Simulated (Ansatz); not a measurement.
**CsSnI3 (cubic perovskite): energy against volume**

CsSnI3 (cubic perovskite)

Space group Pm-3m (No. 221); a = b = c = 6.1359 Å, α = β = γ = 90.00°

| atom | site | symmetry | x | y | z |
|---|---|---|---|---|---|
| Cs | 1a | m-3m | 0.0000 | 0.0000 | 0.0000 |
| Sn | 1b | m-3m | 0.5000 | 0.5000 | 0.5000 |
| I | 3c | 4/mm.m | 0.0000 | 0.5000 | 0.5000 |

The volume is varied about the relaxed value V₀ at fixed cell shape. Symmetry pins the atoms to their sites.

Method: PBEsol (plane waves to 420 eV, PAW, scalar-relativistic; Ansatz, an electronic-structure program). k mesh 6×6×6 (Γ-centred), Fermi-Dirac smearing 0.05 eV. E stands for the smeared free energy. Compression counts positive. CsSnI3 was relaxed with its symmetry unable to fall. Spin-orbit coupling is left out, though I is heavy. This is a high-temperature form of CsSnI3. The zero of ΔE is the relaxed starting cell.

```csv
a (Å),ΔE (meV/atom),P (GPa)
5.9242,31.4,2.43
5.9785,16.7,1.68
6.0319,7.0,1.03
6.0843,1.6,0.47
6.1359,0.0,-0.01
6.1866,1.6,-0.42
6.2365,6.0,-0.79
6.2856,12.9,-1.11
6.3340,21.9,-1.38
```

What the scan shows:

- Pressure at the smallest volume: 2.43 GPa
- Energy cost of the largest compression: 31.4 meV/atom
- Energy cost of the largest expansion: 21.9 meV/atom
- Bulk modulus B₀ (third-order Birch-Murnaghan fit): 18.0 GPa
- Pressure derivative B₀′ (fit): 4.7
- Equilibrium volume of the fit: 46.18 Å³/atom
- Pressure for 5 % compression (fit): 1.0 GPa

The 9 points together took about 110 core-seconds (a rough figure).

(A scan under strain: stresses follow from slopes of the energy per volume, elastic moduli from its curvatures.)
